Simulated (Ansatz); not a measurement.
An element in the bcc structure gives these cold pressures by all-electron LAPW under PBEsol (Ansatz 0.2.0, scalar-relativistic, no spin polarisation).

```json
{"V (Å³/atom)": "14.35", "P (GPa)": "-0.04"}
{"V (Å³/atom)": "13.64", "P (GPa)": "22.1"}
{"V (Å³/atom)": "12.20", "P (GPa)": "90.8"}
{"V (Å³/atom)": "10.77", "P (GPa)": "213.4"}
{"V (Å³/atom)": "9.33", "P (GPa)": "437.9"}
{"V (Å³/atom)": "7.90", "P (GPa)": "869.4"}
{"V (Å³/atom)": "6.46", "P (GPa)": "1770"}
{"V (Å³/atom)": "5.74", "P (GPa)": "2597"}
```

Q: Which element is it?

A: Os. Its zero-pressure volume in this structure is near 14.4 Å³/atom; the volume and the steepness of P(V) together point to it, though neighbours can come close. This is the case that was computed; others weren't tested.
